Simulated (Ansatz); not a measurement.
Here is the system:

AgI:
```xyz
2
Lattice="0.0000 3.2250 3.2250 3.2250 0.0000 3.2250 3.2250 3.2250 0.0000" Properties=species:S:1:pos:R:3 pbc="T T T"
Ag     0.0000     0.0000     0.0000
I      1.6125     1.6125     1.6125
```

This is the PBEsol-relaxed structure. Tensor components refer to the Cartesian frame of this cell.

Q: All from PBEsol (plane waves, PAW; program Ansatz), unless another level is named. Predict the Poisson's ratio.

A: 0.41.

Q: What about the piezoelectric stress constants (proper, relaxed ions, C/m²)?

A: e14 = e25 = e36 = 0.17.

Space group F-43m (zinc blende). The PBEsol relaxation kept the symmetry of its start. No spin polarisation was allowed. Signs of piezoelectric constants follow the polarity of the cell as given. Scalar-relativistic: spin–orbit coupling is off unless named, which matters more the heavier the elements.

Potentials: the earlier of the program's two PAW sets. The files were generated under PBE; for other functionals the program regenerates the frozen cores, and for LDA and PBEsol the local potential too.
